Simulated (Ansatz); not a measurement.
An Ansatz (an electronic-structure program) input:

Ansatz 0.2 input:
```yaml
crystal:
  lattice:
    - [2.6004902022, 0.0, 0.0]
    - [-1.3002451011, 2.2520905774, 0.0]
    - [0.0, 0.0, 2.7996284891]
  atoms:
    - { symbol: C, position: [0.5, 0.0, 0.0] }
    - { symbol: C, position: [0.0, 0.5, 0.6666666667] }
    - { symbol: C, position: [0.5, 0.5, 0.3333333333] }
kpoints:
  mp_grid: { grid: [9, 9, 7] }
hamiltonian:
  xc: hse06
  pseudopotentials: { azcp: { folder: ./paw }, kind: paw }
scf:
  n_extra_bands: 6
  occupations: { method: fixed }
output:
  eigenvalues: true
  eigenstates:
    e_range: [-9.0, 11.4]
    kpoints:
      - [0.0, 0.0, 0.5]  # VBM
      - [0.0, 0.5, 0.0]  # CBM
      - [0.0, 0.0, 0.0]  # GAMMA
      - [0.0, 0.0, 0.5]  # A
      - [0.3333333333, 0.3333333333, 0.0]  # K
      - [0.3333333333, 0.3333333333, 0.5]  # H
      - [0.5, 0.0, 0.0]  # M
      - [0.5, 0.0, 0.5]  # L
```

Question: How many symmetry operations and irreducible k-points will the run report?

Answer: 12 operations, 48 of 567 k-points.

Question: With a cutoff of 420 eV, how many plane waves at Γ?

Answer: 327.

It took roughly 40 core-seconds on shared server cores.

The points marked VBM and CBM come from a semilocal run.

Space group P6_222. The start of the workflow was typed in or built on a structure type; neither database checked (COD, Materials Project) lists it. It is not the phase usual at ambient conditions (space group No. 194, 227). Symmetry was held in the r²SCAN relaxation; its stability against distortions is not shown here.

Potentials: the earlier of the program's two PAW sets.

Ansatz is a plane-wave DFT program.
